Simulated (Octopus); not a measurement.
# Au (Fm-3m, No. 225): band energies at special points

Au (Fm-3m, No. 225):
```
CELL_PARAMETERS angstrom
      0.00000     2.08564     2.08564
      2.08564     0.00000     2.08564
      2.08564     2.08564     0.00000
ATOMIC_POSITIONS crystal
  Au 0.00000 0.00000 0.00000
```
The cell is a database entry, not relaxed again.

Method: LDA in Octopus 16.4; grid spacing about 0.16 Å, Γ-centred 12×12×12 k-mesh, Fermi-Dirac smearing of 0.1 eV, no spin polarisation; PseudoDojo 0.4 LDA potentials. Spin-orbit coupling is left out.

Energies in eV against the Fermi level; 19 electrons a cell outside the pseudopotentials' cores.

```json
[
 {"k-point (reduced)": "Γ (0.000, 0.000, 0.000)", "band 6": "-4.29", "band 7": "-4.29", "band 8": "-4.29", "band 9": "-2.91", "band 10": "-2.91", "band 11": "?", "band 12": "18.19", "band 13": "18.19"},
 {"k-point (reduced)": "X (0.500, 0.000, 0.500)", "band 6": "-6.15", "band 7": "-1.86", "band 8": "-1.54", "band 9": "-1.54", "band 10": "?", "band 11": "?", "band 12": "9.80", "band 13": "9.80"},
 {"k-point (reduced)": "U (0.625, 0.250, 0.625)", "band 6": "-5.31", "band 7": "-3.49", "band 8": "-2.64", "band 9": "-1.94", "band 10": "3.57", "band 11": "4.54", "band 12": "7.11", "band 13": "12.20"},
 {"k-point (reduced)": "K (0.375, 0.375, 0.750)", "band 6": "-5.31", "band 7": "-3.49", "band 8": "-2.64", "band 9": "-1.94", "band 10": "3.57", "band 11": "4.54", "band 12": "7.11", "band 13": "12.20"},
 {"k-point (reduced)": "L (0.500, 0.500, 0.500)", "band 6": "-4.31", "band 7": "-4.31", "band 8": "-1.83", "band 9": "-1.83", "band 10": "-0.67", "band 11": "2.74", "band 12": "14.07", "band 13": "16.59"},
 {"k-point (reduced)": "W (0.500, 0.250, 0.750)", "band 6": "-4.70", "band 7": "-4.70", "band 8": "-3.04", "band 9": "-1.54", "band 10": "4.31", "band 11": "6.11", "band 12": "6.11", "band 13": "9.11"}
]
```

Complete the blanks.


- X (0.500, 0.000, 0.500), band 10: 1.18
- Γ (0.000, 0.000, 0.000), band 11: 14.62
- X (0.500, 0.000, 0.500), band 11: 5.23
